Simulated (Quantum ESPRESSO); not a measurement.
## NbHf2O5F3 (input and log of a self-consistent run)

Simulated, not a measurement. The program is pw.x of Quantum ESPRESSO 7.5 (plane-wave density functional theory). The cell is made up: 11 atoms on a rutile lattice with one site empty, with randomly drawn elements, strain and displacements, not relaxed. PseudoDojo standard norm-conserving files (v0.5 for PBE, v0.4.1 for LDA and PBEsol) set the functional; there is no spin polarisation, spin-orbit coupling or dispersion term, and the masses in the input are unused placeholders.

The hafnium pseudopotential is less sure than the others, with forces about 3 percent (worst 6) and pressure in oxides about 1.5 GPa (worst 2.7) from a second method in checks, which no rerun with the same files tests.

Input:

```
&control calculation='scf', pseudo_dir='./dojo.nc.sr.pbe.v0_5.standard.upf', outdir='./o', disk_io='low', tprnfor=.true., tstress=.true. /
&system ibrav=0, nat=11, ntyp=4, nbnd=50, ecutwfc=107.82251126, nosym=.true., tot_charge=0,
 occupations='smearing', smearing='fd', degauss=0.0018374661
/
&electrons conv_thr=7.350e-09, electron_maxstep=60, /
ATOMIC_SPECIES
F 1.0 F.upf
Hf 1.0 Hf.upf
Nb 1.0 Nb.upf
O 1.0 O.upf
CELL_PARAMETERS angstrom
4.7369 0.0513 -0.0399
0.0513 4.7368 0.0156
-0.0523 0.0204 6.1474
ATOMIC_POSITIONS angstrom
Nb 2.4239 2.4553 1.525
Hf -0.0002 0.0419 3.0142
Hf 2.4346 2.408 4.5047
O 1.4066 1.4126 -0.0341
F 3.3032 3.2929 -0.0874
F 3.7678 1.0523 1.4232
O 0.9802 3.7128 1.522
O 1.4312 1.359 2.9241
O 3.2974 3.3818 2.9904
F 3.8374 0.9808 4.5216
O 0.9315 3.6603 4.6086
K_POINTS automatic
7 7 6 1 1 1
```

The log is shortened where brackets say so; the opening notice, blank lines, dates and the lines on written files are dropped, and the path of the files is cut. It prints rydbergs, bohrs and kilobars, and counts compression as positive stress. With no partly filled state, the Fermi energy that it prints is only some level between the filled and the empty states on the mesh, and need not lie in the true gap.

```
     Program PWSCF v.7.5
     Parallel version (MPI & OpenMP), running on       4 processor cores
     Number of MPI processes:                 4
     Threads/MPI process:                     1
     [start-up lines left out]
     bravais-lattice index     =            0
     lattice parameter (alat)  =       8.9523  a.u.
     unit-cell volume          =     930.6369 (a.u.)^3
     number of atoms/cell      =           11
     number of atomic types    =            4
     number of electrons       =        88.00
     number of Kohn-Sham states=           50
     kinetic-energy cutoff     =     107.8225  Ry
     charge density cutoff     =     431.2900  Ry
     scf convergence threshold =      7.3E-09
     mixing beta               =       0.7000
     number of iterations used =            8  plain     mixing
     Exchange-correlation= PBE
                           (   1   4   3   4   0   0   0)
     [axes and pseudopotential details left out]
   Cartesian axes
     site n.     atom                  positions (alat units)
         1        Nb     tau(   1) = (   0.5116578   0.5182860   0.3219102  )
         2        Hf     tau(   2) = (  -0.0000422   0.0088446   0.6362635  )
         3        Hf     tau(   3) = (   0.5139165   0.5083015   0.9508911  )
         4        O      tau(   4) = (   0.2969173   0.2981838  -0.0071981  )
         5        F      tau(   5) = (   0.6972681   0.6950939  -0.0184491  )
         6        F      tau(   6) = (   0.7953399   0.2221286   0.3004214  )
         7        O      tau(   7) = (   0.2069091   0.7837300   0.3212769  )
         8        O      tau(   8) = (   0.3021101   0.2868695   0.6172444  )
         9        O      tau(   9) = (   0.6960438   0.7138596   0.6312395  )
        10        F      tau(  10) = (   0.8100316   0.2070358   0.9544585  )
        11        O      tau(  11) = (   0.1966291   0.7726478   0.9728232  )
     number of k points=   147  Fermi-Dirac smearing, width (Ry)=  0.0018
     Number of k-points >= 100: set verbosity='high' to print them.
     Dense  grid:   140801 G-vectors     FFT dimensions: (  60,  60,  80)
     Estimated max dynamical RAM per process >     721.55 MB
     Estimated total dynamical RAM >       2.72 GB
     Initial potential from superposition of free atoms
     starting charge      87.9939, renormalised to      88.0000
     Starting wfcs are   62 randomized atomic wfcs
     total cpu time spent up to now is       29.0 secs
     per-process dynamical memory:   633.0 Mb
     Self-consistent Calculation
     iteration #  1     ecut=   107.82 Ry     beta= 0.70
     Davidson diagonalization with overlap
     ethr =  1.00E-02,  avg # of iterations =  2.0
     total cpu time spent up to now is       92.9 secs
     total energy              =    -662.02513150 Ry
     estimated scf accuracy    <       4.80177097 Ry
     iteration #  2     ecut=   107.82 Ry     beta= 0.70
     Davidson diagonalization with overlap
     ethr =  5.46E-03,  avg # of iterations =  6.4
     total cpu time spent up to now is      190.1 secs
     total energy              =    -658.11766027 Ry
     estimated scf accuracy    <      41.38202136 Ry
     iteration #  3     ecut=   107.82 Ry     beta= 0.70
     Davidson diagonalization with overlap
     ethr =  5.46E-03,  avg # of iterations =  6.0
     total cpu time spent up to now is      285.0 secs
     total energy              =    -664.43440921 Ry
     estimated scf accuracy    <       2.74820607 Ry
     iteration #  4     ecut=   107.82 Ry     beta= 0.70
     Davidson diagonalization with overlap
     ethr =  3.12E-03,  avg # of iterations =  2.0
     total cpu time spent up to now is      346.2 secs
     total energy              =    -664.60529967 Ry
     estimated scf accuracy    <       0.66217217 Ry
     iteration #  5     ecut=   107.82 Ry     beta= 0.70
     Davidson diagonalization with overlap
     ethr =  7.52E-04,  avg # of iterations =  4.5
     total cpu time spent up to now is      416.2 secs
     total energy              =    -664.55332942 Ry
     estimated scf accuracy    <       0.32637724 Ry
     [iterations 6 to 11 left out]
     iteration # 12     ecut=   107.82 Ry     beta= 0.70
     Davidson diagonalization with overlap
     ethr =  1.80E-08,  avg # of iterations =  4.9
     total cpu time spent up to now is      961.6 secs
     total energy              =    -664.57817648 Ry
     estimated scf accuracy    <       0.00000508 Ry
     iteration # 13     ecut=   107.82 Ry     beta= 0.70
     Davidson diagonalization with overlap
     ethr =  5.77E-09,  avg # of iterations =  2.6
     total cpu time spent up to now is     1026.5 secs
     total energy              =    -664.57817642 Ry
     estimated scf accuracy    <       0.00000348 Ry
     iteration # 14     ecut=   107.82 Ry     beta= 0.70
     Davidson diagonalization with overlap
     ethr =  3.96E-09,  avg # of iterations =  2.0
     total cpu time spent up to now is     1085.8 secs
     total energy              =    -664.57817695 Ry
     estimated scf accuracy    <       0.00000024 Ry
     iteration # 15     ecut=   107.82 Ry     beta= 0.70
     Davidson diagonalization with overlap
     ethr =  2.67E-10,  avg # of iterations =  3.3
     total cpu time spent up to now is     1153.1 secs
     total energy              =    -664.57817701 Ry
     estimated scf accuracy    <       0.00000001 Ry
     iteration # 16     ecut=   107.82 Ry     beta= 0.70
     Davidson diagonalization with overlap
     ethr =  1.56E-11,  avg # of iterations =  4.9
     total cpu time spent up to now is     1234.0 secs
     End of self-consistent calculation
     Number of k-points >= 100: set verbosity='high' to print the bands.
     the Fermi energy is     9.2878 ev
!    total energy              =    -664.57817701 Ry
     estimated scf accuracy    <          3.3E-09 Ry
     smearing contrib. (-TS)   =      -0.00000000 Ry
     internal energy E=F+TS    =    -664.57817701 Ry
     The total energy is F=E-TS. E is the sum of the following terms:
     one-electron contribution =    -226.98234357 Ry
     hartree contribution      =     158.35987775 Ry
     xc contribution           =    -158.39427179 Ry
     ewald contribution        =    -437.56143940 Ry
     convergence has been achieved in  16 iterations
     Forces acting on atoms (cartesian axes, Ry/au):
     atom    1 type  3   force =    -0.30066564    0.01186414   -0.20067860
     atom    2 type  2   force =     0.11844805   -0.15023647    0.04160079
     atom    3 type  2   force =    -0.21005431    0.00725145    0.14037751
     atom    4 type  4   force =     0.13213479    0.08392216    0.05566200
     atom    5 type  1   force =     0.05439992    0.03833962    0.04225254
     atom    6 type  1   force =     0.03992642   -0.03921979    0.00281613
     atom    7 type  4   force =     0.04601094   -0.03118533    0.04281385
     atom    8 type  4   force =     0.08965075    0.05778013   -0.00189851
     atom    9 type  4   force =     0.03029359    0.00625651   -0.02640821
     atom   10 type  1   force =     0.00948081   -0.01767437    0.01141342
     atom   11 type  4   force =    -0.00962534    0.03290195   -0.10795090
     Total force =     0.548906     Total SCF correction =     0.000195
     Computing stress (Cartesian axis) and pressure
          total   stress  (Ry/bohr**3)                   (kbar)     P=       95.72
   0.00055427  -0.00014603  -0.00010595           81.54      -21.48      -15.59
  -0.00014603   0.00080757   0.00006381          -21.48      118.80        9.39
  -0.00010595   0.00006381   0.00059015          -15.59        9.39       86.81
     init_run     :     25.81s CPU     26.93s WALL (       1 calls)
     electrons    :   1196.78s CPU   1205.02s WALL (       1 calls)
     forces       :     10.09s CPU     10.13s WALL (       1 calls)
     stress       :     37.51s CPU     38.66s WALL (       1 calls)
     [timing details left out]
     PWSCF        :  21m12.62s CPU  21m23.39s WALL
     JOB DONE.
```

In other units: free energy -9042.047 eV for the cell, pressure 9.57 GPa, largest force component 7.730 eV/Å. This run is the check on a run of the same cell at a cutoff of 1143 eV and k mesh 5 x 5 x 4: rerunning at a cutoff of 1467 eV and k mesh 7 x 7 x 6 moved values by no more than 0.004 eV in energy, 0.03 GPa in stress and 0.002 eV/Å in force.